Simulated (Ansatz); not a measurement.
## Ca2Hg3Br2: reading a single point

```
Ca Br Hg
1.0
    -4.69661    4.69661    4.69661
     4.69661   -4.69661    4.69661
     4.69661    4.69661   -4.69661
Ca Br Hg
4 4 6
Direct
  0.54800 0.54800 0.54800
  0.50000 0.00000 0.95200
  0.95200 0.50000 0.00000
  0.00000 0.95200 0.50000
  0.04000 0.04000 0.04000
  0.50000 0.00000 0.46000
  0.46000 0.50000 0.00000
  0.00000 0.46000 0.50000
  0.25000 0.55400 0.30400
  0.75000 0.94600 0.19600
  0.30400 0.25000 0.55400
  0.19600 0.75000 0.94600
  0.55400 0.30400 0.25000
  0.94600 0.19600 0.75000
```

Level: PBE, no spin polarisation; 420 eV; 5×5×5 Γ-centred mesh; fermi-dirac occupations (width 0.1 eV); Ansatz 0.2.0, fixed geometry.

(1) Is there a gap?

(2) Is the cell too large or too small?

(3) What do density and ELF say about some of the short contacts?

(4) Which atom feels the largest force, and which way?

Origin: a known structure type with other elements, at an estimated volume, so it need not be a known compound. Caveats: atoms or cell far from equilibrium.

Results:

(1) It is a metal, with about 2.7 states/eV a cell as the mean within 0.25 eV of the Fermi level.

(2) The pressure is 11.8 GPa (compression positive), so with the atoms held at these fractions the cell would first expand; the forces are large, so a full relaxation may end otherwise.

(3) Ca–Hg at 2.60 Å: least valence density 0.33 e/Å³ and ELF 0.15 there. Br–Hg at 3.03 Å: least valence density 0.20 e/Å³ and ELF 0.16 there. Both are smooth PAW fields, read partly inside the augmentation spheres.

(4) The largest is on Ca3 (and as large on other atoms): 3.94 eV/Å, components (2.28, -2.28, -2.28). It makes 124° with the line to a nearest neighbour, Hg14 at 2.60 Å.
